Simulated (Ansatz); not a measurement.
Input:

Sr$_{3}$AsN:
```
Sr3AsN
1.0
    5.04142     0.00000     0.00000
    0.00000     5.04142     0.00000
    0.00000     0.00000     5.04142
Sr As N
3 1 1
Direct
  0.00000   0.50000   0.50000
  0.50000   0.00000   0.50000
  0.50000   0.50000   0.00000
  0.00000   0.00000   0.00000
  0.50000   0.50000   0.50000
```

This is the PBEsol-relaxed structure.

Problem. All from DFT-PBEsol in the program Ansatz with PAW potentials, unless another level is named. Predict the Young's modulus.

Solution. 99.6 GPa.

Problem. Predict the elastic constants (relaxed ions, GPa).

Solution. C11 = 122, C12 = 17.1, C44 = 36.4.

Space group Pm-3m (anti-perovskite). The first step of the workflow began from a Materials Project structure, measured or hypothetical; the Crystallography Open Database copy checked does not list it. Its standing as an ambient phase is unchecked. The PBEsol relaxation kept the symmetry of its start; whether a distortion lowers the energy is not shown.

Potentials: the later of the program's two PAW sets.
